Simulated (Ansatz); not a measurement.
HfF4 in space group C2/c (No. 15; Pearson symbol mS60), PBEsol (plane waves, PAW; program Ansatz). The conduction-band minimum lies at Γ, with 1 equivalent valley. Second derivatives d²E/dk² of the lowest band at one valley (eV·Å²), along Cartesian directions:…

| direction | d²E/dk² |
|---|---|
| [100] | 6.329 |
| [010] | 7.743 |
| [001] | 5.720 |
| [110] | 7.036 |
| [101] | 5.102 |
| [011] | 6.731 |

Problem. Find the principal effective masses, the density-of-states mass and the conductivity mass.

Solution. Off-diagonal terms follow from H_xy = H[110] − (H_xx + H_yy)/2, and m*/mₑ = 7.620 eV·Å² over each eigenvalue: 0.98, 1.1, 1.5. One valley's DOS mass (m₁m₂m₃)^(1/3) = 1.2, conductivity mass 3/(Σ 1/mᵢ) = 1.2 mₑ.

Problem. What effective density of states Nc follows at 300 K for parabolic valleys?

Solution. Nc = 2.509e19 × 1 × (1.2)^(3/2) ≈ 3.3e19 cm⁻³.

The first step of the workflow began from a Materials Project structure, measured or hypothetical; the Crystallography Open Database files this formula in space group No. 15, but the cells were not matched. Whether it is the stable phase at ambient conditions was not checked. The cell was relaxed with PBEsol under the symmetry of its start; whether a distortion lowers the energy is not shown. The run is not spin-polarised. Spin–orbit coupling is left out wherever it is not named.

Potentials: the earlier of the program's two PAW sets. The files were generated under PBE; for other functionals the program regenerates the frozen cores, and for LDA and PBEsol the local potential too.

Edges and masses are those of Kohn–Sham bands, whose gap is no quasiparticle gap.
